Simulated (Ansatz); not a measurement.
One crystal and one scan (energy against volume) at two levels, r2SCAN (plane waves to 500 eV, PAW, scalar-relativistic; Ansatz, a first-principles code) and PBEsol (plane waves to 420 eV, PAW, scalar-relativistic; Ansatz), each from its own relaxed cell and on its own mesh. The cell shown is that of r2SCAN.

BaZrO₃ (cubic perovskite)

```xyz
5
Lattice="4.2051 0.0000 0.0000 0.0000 4.2051 0.0000 0.0000 0.0000 4.2051" Properties=species:S:1:pos:R:3 pbc="T T T"
Ba     0.0000     0.0000     0.0000
Zr     2.1025     2.1025     2.1025
O      2.1025     0.0000     2.1025
O      0.0000     2.1025     2.1025
O      2.1025     2.1025     0.0000
```

E(V) scan at fixed shape, V₀ the volume above. Symmetry pins the atoms to their sites.

The energy includes the smearing's −TS. BaZrO3 is run without spin polarisation. BaZrO3 was relaxed with its symmetry unable to fall. Percentages come from the unrounded values.

Results of r2SCAN:

| Property | Value |
|---|---|
| Lattice constant a (Å) | 4.205 |
| Band gap of the relaxed cell, no spin-orbit coupling (eV) | 3.73 |
| Bulk modulus B₀ (third-order Birch-Murnaghan fit) (GPa) | 163.1 |

**Question.** What does PBEsol give for the same quantities?

**Answer.** 
```tsv
quantity	PBEsol	r2SCAN − PBEsol
Lattice constant a (Å)	4.181	+0.024 (+0.6 %)
Band gap of the relaxed cell, no spin-orbit coupling (eV)	3.17	+0.56 (+18 %)
Bulk modulus B₀ (third-order Birch-Murnaghan fit) (GPa)	162.7	+0.4 (+0.2 %)
```

r2SCAN gives the higher value for: lattice constant a; band gap of the relaxed cell, no spin-orbit coupling. They agree on: bulk modulus B₀ (within 1.5 %). For the lattice constant a the reference is 4.191 Å (measured, room temperature or unstated; as given in Evaestov, Robert A, (2010), arXiv:1010.1170): it holds thermal shifts, so no verdict is drawn. For the bulk modulus B₀ the reference is 189 GPa (measured, room temperature or unstated; as given in M. Sepliarsky, R. Machado, S. Tinte et al., Physical Review B (2023), arXiv:2212.03924): it holds thermal shifts, so no verdict is drawn. 

(Under strain, the slope of the energy per volume gives the stress and its curvature an elastic modulus.)
